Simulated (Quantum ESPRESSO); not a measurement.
## GaF: changing the choice of potentials or basis

```cif
data_structure
_symmetry_space_group_name_H-M 'F-43m'
_symmetry_Int_Tables_number 216
_cell_length_a 5.6925
_cell_length_b 5.6925
_cell_length_c 5.6925
_cell_angle_alpha 90.000
_cell_angle_beta 90.000
_cell_angle_gamma 90.000
_cell_volume 184.46
loop_
_atom_site_label
_atom_site_type_symbol
_atom_site_symmetry_multiplicity
_atom_site_Wyckoff_symbol
_atom_site_fract_x
_atom_site_fract_y
_atom_site_fract_z
_atom_site_occupancy
Ga1 Ga 4 d 0.25000 0.25000 0.75000 1
F1 F 4 a 0.00000 0.00000 0.00000 1
```

The cell comes from a database or a generator and needn't be the stable form of this composition.

Kept alike: task phonons; functional PBE; k mesh 4 × 4 × 4, shifted; occupations fermi-dirac, width 0.05 eV; no spin polarisation. Program: Quantum ESPRESSO. Cutoffs run from 707 to 1320 eV. The mesh is that of the run's cell of 2 atoms. No spin-orbit coupling.

| choice of potentials or basis | electronic dielectric constant (mean of the diagonal) |
| --- | --- |
| Ansatz NC SR PBE | 3.86 |
| GBRV 1.5 PBE | 3.86 |
| JTH 2.0 PBE | 3.86 |
| PseudoDojo 0.4.1 SR PBE standard | 3.84 |
| SPMS 1.0 PBE | 3.84 |
| SSSP 1.3 efficiency PBE | 3.86 |

Runs of this series that gave no sound value for these columns are left out.

**Question.** What does the choice of potentials or basis change here?

**Answer.** The electronic dielectric constant runs from 3.84 (PseudoDojo 0.4.1 SR PBE standard; SPMS 1.0 PBE) to 3.86 mean of the diagonal (Ansatz NC SR PBE; GBRV 1.5 PBE; JTH 2.0 PBE; SSSP 1.3 efficiency PBE).
